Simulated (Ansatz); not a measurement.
Ti:
```cif
data_Ti2
_chemical_formula_sum 'Ti2'
_space_group_name_H-M_alt 'P63/mmc'
_space_group_IT_number 194
_space_group_name_Hall '-P 6c 2c'
_cell_length_a 2.90139
_cell_length_b 2.90139
_cell_length_c 4.58590
_cell_angle_alpha 90.000
_cell_angle_beta 90.000
_cell_angle_gamma 120.000
loop_
_atom_site_label
_atom_site_type_symbol
_atom_site_symmetry_multiplicity
_atom_site_Wyckoff_symbol
_atom_site_fract_x
_atom_site_fract_y
_atom_site_fract_z
_atom_site_occupancy
Ti1 Ti 2 c 0.33333 0.66667 0.25000 1
```

Relaxed with PBEsol.

Q: Which orbitals make up the states near the Fermi level in the program Ansatz at the PBEsol level (PAW)?

A: Within 0.5 eV of the Fermi level: Ti 3d 91 %. Projections are on Löwdin-orthogonalised atomic valence shells; empty p or d shells of many metals are not among them.

Q: Tabulate the density of states.

A: States/eV per cell of 2 atoms, in 0.25 eV bins, energy from the Fermi level.

```tsv
E (eV)	total	Ti 3d	Ti 4s	Ti 3p
-6.45	0.00	0.00	0.00	0.00
-6.20	0.04	0.00	0.03	0.00
-5.95	0.10	0.00	0.08	0.00
-5.70	0.14	0.00	0.12	0.00
-5.45	0.17	0.00	0.15	0.00
-5.20	0.20	0.00	0.18	0.00
-4.95	0.24	0.01	0.21	0.01
-4.70	0.27	0.01	0.24	0.01
-4.45	0.31	0.02	0.27	0.01
-4.20	0.36	0.03	0.30	0.01
-3.95	0.41	0.05	0.34	0.01
-3.70	0.48	0.08	0.37	0.01
-3.45	0.58	0.13	0.41	0.01
-3.20	0.72	0.23	0.46	0.02
-2.95	1.05	0.48	0.54	0.02
-2.70	1.83	1.18	0.61	0.02
-2.45	1.86	1.29	0.52	0.02
-2.20	2.24	1.75	0.44	0.02
-1.95	2.56	2.17	0.32	0.02
-1.70	2.77	2.47	0.20	0.02
-1.45	2.05	1.85	0.11	0.02
-1.20	2.40	2.17	0.12	0.02
-0.95	3.16	2.81	0.16	0.02
-0.70	3.93	3.46	0.21	0.03
-0.45	2.11	1.90	0.09	0.01
-0.20	1.47	1.32	0.05	0.01
0.05	2.37	2.15	0.08	0.01
0.30	4.18	3.84	0.15	0.02
0.55	3.95	3.59	0.15	0.01
0.80	4.43	3.98	0.19	0.01
1.05	5.06	4.60	0.20	0.01
1.30	3.52	3.20	0.11	0.01
1.55	2.53	2.36	0.04	0.00
1.80	2.00	1.94	0.02	0.00
2.05	1.98	1.93	0.02	0.00
2.30	2.03	1.99	0.02	0.00
2.55	2.14	2.10	0.03	0.00
2.80	2.52	2.45	0.04	0.00
```

Space group P6_3/mmc (hcp (Mg type)). Symmetry was held in the PBEsol relaxation; of distortions, only those at the zone centre were tested. No spin polarisation was allowed.

Potentials: the earlier of the program's two PAW sets.
